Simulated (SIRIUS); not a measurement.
SIRIUS run on Pt (Fm-3m, 4 atoms in the cell; from Materials Project mp-126, lattice scaled a little): self-consistent single point.

Level of theory: PBE, GBRV PBE ultrasoft pseudopotentials (plane waves; SIRIUS).

```xyz
4
Lattice="4.0145 0.0000 0.0000 0.0000 4.0145 0.0000 0.0000 0.0000 4.0145" Properties=species:S:1:pos:R:3 pbc="T T T"
Pt     0.0000     0.0000     0.0000
Pt     0.0000     2.0073     2.0073
Pt     2.0073     0.0000     2.0073
Pt     2.0073     2.0073     0.0000
```

Reference input (self-consistent single point, DFT, PBE, plane waves, GBRV PBE ultrasoft pseudopotentials): parameters.ngridk = 8 8 8; parameters.xc_functionals = [XC_GGA_X_PBE, XC_GGA_C_PBE]; parameters.gk_cutoff = 6.325 1/bohr; parameters.pw_cutoff = 14.143 1/bohr; parameters.smearing = fermi_dirac; parameters.smearing_width = 0.00183747 Ha; potentials = GBRV PBE ultrasoft pseudopotentials; parameters.electronic_structure_method = pseudopotential; parameters.num_bands = 38; parameters.num_mag_dims = 0; parameters.num_dft_iter = 100; parameters.energy_tol = 1e-07 Ha. This run's input differs from it in these lines:

```diff
@@ -16,3 +16,3 @@
     "pw_cutoff": 14.143,
-    "ngridk": [8, 8, 8],
+    "ngridk": [5, 5, 5],
     "smearing": "fermi_dirac",
```

Output, abridged:

```
[find] density tolerance         : 1e-06
[find] total energy tolerance    : 1e-07
[find] iter_solver_tol (initial) : 0.01
[find] iter_solver_tol (target)  : 1e-13
[find] num_dft_iter              : 100
Charges and magnetic moments
--------------------------------------------------------------------------------
total charge          : 64.000000
[find] | SCF iteration   0 out of 100|
[diagonalize] iterative solver tolerance (occupied, empty): 0.01 0.01
[diagonalize] average number of iterations: 1.8
[find] Charges and magnetic moments
[find] total charge          : 64.000000
[find] Energy
   [... lines left out ...]

[find] Charges and magnetic moments
[find] total charge          : 64.000000
[find] Energy
[find] smearing (-TS)                 :      -0.00253252
[find] Total energy                   :    -421.38843202 (Ha),    -842.77686404 (Ry)
[find] Free energy (E-TS)             :    -421.39096453 (Ha),    -842.78192907 (Ry)
[find] band gap (eV)                  :       0.00000000
[find] Efermi                         :       0.75405966
[find] iteration : 29, RMS (target) : 2.9813e-08 (1.0000e-06) , energy difference (target) : 1.6779e-09 (1.0000e-07)
[find] bands are converged : true
[find] iterative solver converged : false
[find] converged after 30 SCF iterations!
[find] Charges and magnetic moments
[find] total charge          : 64.000000
[find] Energy
[find] smearing (-TS)                 :      -0.00253252
[find] Total energy                   :    -421.38843202 (Ha),    -842.77686404 (Ry)
[find] Free energy (E-TS)             :    -421.39096453 (Ha),    -842.78192907 (Ry)
[find] band gap (eV)                  :       0.00000000
[find] Efermi                         :       0.75405966
[ground_state] === stress tensor components [kbar] ===
[ground_state] === stress_total ===
[ground_state]    86.458549   -0.000000    0.000000
[ground_state]    -0.000000   86.458549    0.000000
[ground_state]     0.000000    0.000000   86.458549
[ground_state] ==== total Forces in Ha/bohr =====
[ground_state] atom:    0, force:       0.0000000      0.0000000      0.0000000
   [... zero for the other atoms too ...]
```

The run converged in 30 iterations. SIRIUS prints the stress tensor with tension positive. Against the reference run the free energy goes up by 16.5 meV/atom and the pressure goes from -9.12 to -8.65 GPa.

This run is one point of a test of settings, so its values need not be converged; read them against the reference run alone. The structure comes from a collection of computed structures, made at another level of theory; the collection holds predicted forms beside known ones. Its lattice was then scaled. No clean gap shows at this smearing width and mesh (spacing up to 0.31 Å⁻¹); the mesh is coarse for partly filled bands, so the values carry mesh errors.

Cost on one core: very roughly 30 core-seconds.
